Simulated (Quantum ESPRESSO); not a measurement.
# W3TiIr3Al: one run as intended and one with a planted mistake

Simulated, not a measurement. The program is pw.x of Quantum ESPRESSO 7.5 (plane-wave density functional theory). The cell is made up: eight metal atoms on a face-centred cubic lattice, with elements, volume, strain and displacements drawn at random and not relaxed, so it may be unstable or far from any real phase. PseudoDojo standard norm-conserving files set the functional (PBE unless stated); there is no spin polarisation or spin-orbit coupling, the Fermi-Dirac width of 0.25 eV means electrons at about 2900 K, and the masses in the input are unused placeholders. Heavy elements are run without spin-orbit coupling, which real alloys of them have. A spin test at this wide smearing found no moment, but such smearing suppresses magnetism that the real alloy may have.

Intended input:

```
&control calculation='scf', pseudo_dir='./dojo.nc.sr.pbe.v0_5.standard.upf', outdir='./o', disk_io='minimal', tprnfor=.true., tstress=.true. /
&system ibrav=0, nat=8, ntyp=4, nbnd=71, ecutwfc=84.00895049, nosym=.true., tot_charge=0,
 occupations='smearing', smearing='fd', degauss=0.0183746611
/
&electrons conv_thr=1.470e-08, electron_maxstep=70, mixing_beta=0.5 /
ATOMIC_SPECIES
Al 1.0 Al.upf
Ir 1.0 Ir.upf
Ti 1.0 Ti.upf
W 1.0 W.upf
CELL_PARAMETERS angstrom
0.0142 0.0145 -3.8577
3.8725 0.0394 -0.0142
-0.0788 -7.6595 0.0289
ATOMIC_POSITIONS angstrom
W 0.0925 -0.0286 -0.0888
W -0.0162 -3.9116 0.0589
Ti 1.909 -1.9721 0.0268
Ir 1.8889 -5.6921 0.1665
W -0.0318 -1.9497 -1.9599
Ir -0.0963 -5.6883 -1.9116
Al 1.8584 0.0558 -2.0803
Ir 1.9781 -3.8161 -1.9749
K_POINTS automatic
6 6 3 1 1 1
```

The log is shortened where brackets say so; the opening notice, blank lines, dates and the lines on written files are dropped, and the path of the files is cut. It prints rydbergs, bohrs and kilobars, and counts compression as positive stress. Its total energy is the free energy E - TS of the whole cell.

Log of the intended run:

```
     Program PWSCF v.7.5
     Parallel version (MPI & OpenMP), running on       4 processor cores
     Number of MPI processes:                 4
     Threads/MPI process:                     1
     [start-up lines left out]
     bravais-lattice index     =            0
     lattice parameter (alat)  =       7.2901  a.u.
     unit-cell volume          =     772.0751 (a.u.)^3
     number of atoms/cell      =            8
     number of atomic types    =            4
     number of electrons       =       108.00
     number of Kohn-Sham states=           71
     kinetic-energy cutoff     =      84.0090  Ry
     charge density cutoff     =     336.0358  Ry
     scf convergence threshold =      1.5E-08
     mixing beta               =       0.5000
     number of iterations used =            8  plain     mixing
     Exchange-correlation= PBE
                           (   1   4   3   4   0   0   0)
     [axes and pseudopotential details left out]
   Cartesian axes
     site n.     atom                  positions (alat units)
         1        W      tau(   1) = (   0.0239777  -0.0074136  -0.0230186  )
         2        W      tau(   2) = (  -0.0041993  -1.0139580   0.0152680  )
         3        Ti     tau(   3) = (   0.4948476  -0.5112043   0.0069470  )
         4        Ir     tau(   4) = (   0.4896373  -1.4754961   0.0431598  )
         5        W      tau(   5) = (  -0.0082431  -0.5053978  -0.5080418  )
         6        Ir     tau(   6) = (  -0.0249627  -1.4745111  -0.4955216  )
         7        Al     tau(   7) = (   0.4817312   0.0144644  -0.5392517  )
         8        Ir     tau(   8) = (   0.5127596  -0.9892027  -0.5119301  )
     number of k points=    54  Fermi-Dirac smearing, width (Ry)=  0.0184
                       cart. coord. in units 2pi/alat
        k(    1) = (   0.0835764  -0.0851170  -0.0833468), wk =   0.0370370
        k(    2) = (   0.0801643   0.2506935  -0.0820971), wk =   0.0370370
     [further k points left out]
     Dense  grid:    80327 G-vectors     FFT dimensions: (  45,  45,  90)
     Estimated max dynamical RAM per process >     310.14 MB
     Estimated total dynamical RAM >       1.15 GB
     Initial potential from superposition of free atoms
     starting charge     107.9940, renormalised to     108.0000
     Starting wfcs are   74 randomized atomic wfcs
     total cpu time spent up to now is        5.8 secs
     per-process dynamical memory:   246.9 Mb
     Self-consistent Calculation
     iteration #  1     ecut=    84.01 Ry     beta= 0.50
     Davidson diagonalization with overlap
     ethr =  1.00E-02,  avg # of iterations =  3.7
     total cpu time spent up to now is       21.3 secs
     total energy              =   -1268.37794280 Ry
     estimated scf accuracy    <       1.70807950 Ry
     iteration #  2     ecut=    84.01 Ry     beta= 0.50
     Davidson diagonalization with overlap
     ethr =  1.58E-03,  avg # of iterations =  5.4
     total cpu time spent up to now is       40.0 secs
     total energy              =   -1266.99210689 Ry
     estimated scf accuracy    <      42.17346803 Ry
     [iterations 3 to 16 left out]
     iteration # 17     ecut=    84.01 Ry     beta= 0.50
     Davidson diagonalization with overlap
     ethr =  3.26E-11,  avg # of iterations =  2.0
     total cpu time spent up to now is      254.9 secs
     total energy              =   -1269.44883540 Ry
     estimated scf accuracy    <       0.00000004 Ry
     iteration # 18     ecut=    84.01 Ry     beta= 0.50
     Davidson diagonalization with overlap
     ethr =  3.26E-11,  avg # of iterations =  1.0
     total cpu time spent up to now is      266.4 secs
     End of self-consistent calculation
     [lines on levels left out]
!    total energy              =   -1269.44883540 Ry
     estimated scf accuracy    <          3.2E-09 Ry
     smearing contrib. (-TS)   =      -0.10601656 Ry
     internal energy E=F+TS    =   -1269.34281884 Ry
     The total energy is F=E-TS. E is the sum of the following terms:
     one-electron contribution =    -319.77455097 Ry
     hartree contribution      =     227.12612797 Ry
     xc contribution           =    -251.06748994 Ry
     ewald contribution        =    -925.62690590 Ry
     convergence has been achieved in  18 iterations
     Forces acting on atoms (cartesian axes, Ry/au):
     atom    1 type  4   force =    -0.07402738   -0.01000327   -0.00535991
     atom    2 type  4   force =    -0.00610428   -0.01867580   -0.03123157
     atom    3 type  3   force =     0.00591384    0.05006018   -0.04505033
     atom    4 type  2   force =    -0.00801538   -0.05440462   -0.10497117
     atom    5 type  4   force =     0.01554031    0.07308349    0.02933342
     atom    6 type  2   force =     0.04933821   -0.04974364    0.05785597
     atom    7 type  1   force =     0.05662666    0.01825022    0.05109480
     atom    8 type  2   force =    -0.03927197   -0.00856658    0.04832879
     Total force =     0.224465     Total SCF correction =     0.000408
     Computing stress (Cartesian axis) and pressure
          total   stress  (Ry/bohr**3)                   (kbar)     P=      263.42
   0.00184273  -0.00026949   0.00012522          271.07      -39.64       18.42
  -0.00026949   0.00193747   0.00018939          -39.64      285.01       27.86
   0.00012522   0.00018939   0.00159191           18.42       27.86      234.18
     init_run     :      5.52s CPU      5.73s WALL (       1 calls)
     electrons    :    255.84s CPU    260.62s WALL (       1 calls)
     forces       :      2.77s CPU      2.79s WALL (       1 calls)
     stress       :      9.48s CPU      9.68s WALL (       1 calls)
     [timing details left out]
     PWSCF        :   4m33.74s CPU   4m39.00s WALL
     JOB DONE.
```

A second run has one planted mistake: the cell and the positions are scaled by a wrong factor. The input lines that differ:

```
- 0.0142 0.0145 -3.8577
- 3.8725 0.0394 -0.0142
- -0.0788 -7.6595 0.0289
+ 0.0141 0.0144 -3.8245
+ 3.8392 0.0391 -0.0141
+ -0.0781 -7.5936 0.0287
- W 0.0925 -0.0286 -0.0888
- W -0.0162 -3.9116 0.0589
- Ti 1.909 -1.9721 0.0268
- Ir 1.8889 -5.6921 0.1665
- W -0.0318 -1.9497 -1.9599
- Ir -0.0963 -5.6883 -1.9116
- Al 1.8584 0.0558 -2.0803
- Ir 1.9781 -3.8161 -1.9749
+ W 0.0917 -0.0284 -0.088
+ W -0.0161 -3.878 0.0584
+ Ti 1.8926 -1.9551 0.0266
+ Ir 1.8727 -5.6431 0.1651
+ W -0.0315 -1.9329 -1.943
+ Ir -0.0955 -5.6394 -1.8952
+ Al 1.8424 0.0553 -2.0624
+ Ir 1.9611 -3.7833 -1.9579
```

Its log:

```
     Program PWSCF v.7.5
     Parallel version (MPI & OpenMP), running on       4 processor cores
     Number of MPI processes:                 4
     Threads/MPI process:                     1
     [start-up lines left out]
     bravais-lattice index     =            0
     lattice parameter (alat)  =       7.2274  a.u.
     unit-cell volume          =     752.3194 (a.u.)^3
     number of atoms/cell      =            8
     number of atomic types    =            4
     number of electrons       =       108.00
     number of Kohn-Sham states=           71
     kinetic-energy cutoff     =      84.0090  Ry
     charge density cutoff     =     336.0358  Ry
     scf convergence threshold =      1.5E-08
     mixing beta               =       0.5000
     number of iterations used =            8  plain     mixing
     Exchange-correlation= PBE
                           (   1   4   3   4   0   0   0)
     [axes and pseudopotential details left out]
   Cartesian axes
     site n.     atom                  positions (alat units)
         1        W      tau(   1) = (   0.0239767  -0.0074257  -0.0230092  )
         2        W      tau(   2) = (  -0.0042096  -1.0139747   0.0152698  )
         3        Ti     tau(   3) = (   0.4948552  -0.5111970   0.0069551  )
         4        Ir     tau(   4) = (   0.4896520  -1.4754927   0.0431684  )
         5        W      tau(   5) = (  -0.0082363  -0.5053924  -0.5080332  )
         6        Ir     tau(   6) = (  -0.0249702  -1.4745252  -0.4955350  )
         7        Al     tau(   7) = (   0.4817295   0.0144592  -0.5392525  )
         8        Ir     tau(   8) = (   0.5127658  -0.9892136  -0.5119291  )
     number of k points=    54  Fermi-Dirac smearing, width (Ry)=  0.0184
                       cart. coord. in units 2pi/alat
        k(    1) = (   0.0835762  -0.0851171  -0.0833468), wk =   0.0370370
        k(    2) = (   0.0801607   0.2506927  -0.0820950), wk =   0.0370370
     [further k points left out]
     Dense  grid:    78179 G-vectors     FFT dimensions: (  45,  45,  90)
     Estimated max dynamical RAM per process >     302.86 MB
     Estimated total dynamical RAM >       1.13 GB
     Initial potential from superposition of free atoms
     starting charge     107.9940, renormalised to     108.0000
     Starting wfcs are   74 randomized atomic wfcs
     total cpu time spent up to now is        6.2 secs
     per-process dynamical memory:   235.1 Mb
     Self-consistent Calculation
     iteration #  1     ecut=    84.01 Ry     beta= 0.50
     Davidson diagonalization with overlap
     ethr =  1.00E-02,  avg # of iterations =  3.7
     total cpu time spent up to now is       22.5 secs
     total energy              =   -1268.21762191 Ry
     estimated scf accuracy    <       1.87968609 Ry
     iteration #  2     ecut=    84.01 Ry     beta= 0.50
     Davidson diagonalization with overlap
     ethr =  1.74E-03,  avg # of iterations =  5.2
     total cpu time spent up to now is       41.0 secs
     total energy              =   -1266.77792567 Ry
     estimated scf accuracy    <      44.85050746 Ry
     [iterations 3 to 16 left out]
     iteration # 17     ecut=    84.01 Ry     beta= 0.50
     Davidson diagonalization with overlap
     ethr =  2.64E-11,  avg # of iterations =  2.0
     total cpu time spent up to now is      252.9 secs
     total energy              =   -1269.40686402 Ry
     estimated scf accuracy    <       0.00000007 Ry
     iteration # 18     ecut=    84.01 Ry     beta= 0.50
     Davidson diagonalization with overlap
     ethr =  2.64E-11,  avg # of iterations =  1.0
     total cpu time spent up to now is      264.6 secs
     End of self-consistent calculation
     [lines on levels left out]
!    total energy              =   -1269.40686402 Ry
     estimated scf accuracy    <          1.4E-09 Ry
     smearing contrib. (-TS)   =      -0.10310411 Ry
     internal energy E=F+TS    =   -1269.30375991 Ry
     The total energy is F=E-TS. E is the sum of the following terms:
     one-electron contribution =    -308.39802308 Ry
     hartree contribution      =     224.10013176 Ry
     xc contribution           =    -251.34631443 Ry
     ewald contribution        =    -933.65955416 Ry
     convergence has been achieved in  18 iterations
     Forces acting on atoms (cartesian axes, Ry/au):
     atom    1 type  4   force =    -0.07917924   -0.01155684   -0.00563049
     atom    2 type  4   force =    -0.00580320   -0.01168033   -0.03604952
     atom    3 type  3   force =     0.00667030    0.05592668   -0.04824500
     atom    4 type  2   force =    -0.00838031   -0.06357303   -0.11693319
     atom    5 type  4   force =     0.01618892    0.08028315    0.03158755
     atom    6 type  2   force =     0.05438904   -0.05925301    0.06387516
     atom    7 type  1   force =     0.06118733    0.01707620    0.05536921
     atom    8 type  2   force =    -0.04507284   -0.00722282    0.05602629
     Total force =     0.248531     Total SCF correction =     0.000245
     Computing stress (Cartesian axis) and pressure
          total   stress  (Ry/bohr**3)                   (kbar)     P=      363.02
   0.00250418  -0.00029298   0.00013916          368.38      -43.10       20.47
  -0.00029298   0.00264555   0.00020565          -43.10      389.17       30.25
   0.00013916   0.00020565   0.00225345           20.47       30.25      331.49
     init_run     :      5.50s CPU      5.70s WALL (       1 calls)
     electrons    :    257.49s CPU    258.36s WALL (       1 calls)
     forces       :      2.66s CPU      2.67s WALL (       1 calls)
     stress       :      9.32s CPU      9.51s WALL (       1 calls)
     [timing details left out]
     PWSCF        :   4m35.53s CPU   4m36.84s WALL
     JOB DONE.
```

|  | intended run | run with the mistake |
| --- | --- | --- |
| free energy (eV) | -17271.731 | -17271.160 |
| entropy term -TS, part of it (eV) | -1.442 | -1.403 |
| pressure (GPa) | 26.34 | 36.30 |
| size of the largest force component (eV/Å) | 2.699 | 3.006 |
| largest change of a force component (eV/Å) |  | 0.308 |
| iterations | 18 | 18 |

For scale, a rerun of the intended cell at a higher cutoff and on a denser mesh moved values by no more than 0.003 eV in energy, 0.03 GPa in stress and 0.015 eV/Å in force, and a second program with other atomic files agreed on that cell to 2 % rms in force and 0.5 GPa in pressure.